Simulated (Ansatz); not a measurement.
MgO:
```
MgO
1.0
    2.62511     0.00000     0.00000
    0.00000     2.62511     0.00000
    0.00000     0.00000     2.62511
Mg O
1 1
Direct
  0.00000   0.00000   0.00000
  0.50000   0.50000   0.50000
```

Relaxed with r²SCAN. Special points in fractions of this cell's reciprocal vectors: Γ (0.000, 0.000, 0.000); X (0.000, 0.500, 0.000); M (0.500, 0.500, 0.000); R (0.500, 0.500, 0.500).

List the band energies nearest the valence-band maximum at these points for r²SCAN in the plane-wave PAW code Ansatz.

In eV from the valence-band maximum; about four levels below and three above (degenerate sets whole), none deeper than 8.9 eV; … stands for higher levels left out; points with the same levels are listed once.

```csv
k,below,above
Γ,-1.05 -1.05 -1.05,3.49 …
X,-6.57 -0.58 -0.58,8.04 …
M,-4.82 -4.82 0.00,5.95 …
R,-3.77 -3.77 -3.77,…
```

Space group Pm-3m (CsCl type). This is a known high-pressure phase of the composition, computed here at zero pressure and temperature. The cell was relaxed with r²SCAN under the symmetry of its start. At this level the phase is mechanically unstable.

Potentials: the earlier of the program's two PAW sets.
